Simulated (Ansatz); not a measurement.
Ta (hcp (Mg type), P6_3/mmc) at seven volumes, LDA in the plane-wave PAW code Ansatz, shape and atoms relaxed at each. One row is withheld.

```tsv
V (Å³/atom)	P (GPa)
16.074	23.56
16.604	14.50
17.134	6.70
17.664	0.00
18.194	-5.82
18.724	-10.86
19.254	?
```

### Question
Fit the shown pressures and predict the withheld one.

### Answer
P = (3/2)B₀(x^(7/2) − x^(5/2))[1 + (3/4)(B′ − 4)(x − 1)] with x = (V₀/V)^(2/3). Least squares on the six rows gives V₀ = 17.663 Å³/atom, B₀ = 208 GPa, B′ = 3.87. At V = 19.254, x = 0.9441 and P = -15.18 GPa. The run itself gave -15.23 GPa.

The workflow started from a Materials Project entry (that database holds measured and hypothetical structures alike); the Crystallography Open Database copy checked does not list it. It is not the phase usual at ambient conditions (space group No. 229). The cell was relaxed with LDA under the symmetry of its start. At this level the phase is dynamically unstable (imaginary phonons). No spin polarisation was allowed. Scalar-relativistic: spin–orbit coupling is off unless named, which matters more the heavier the elements.

Potentials: the later of the program's two PAW sets.
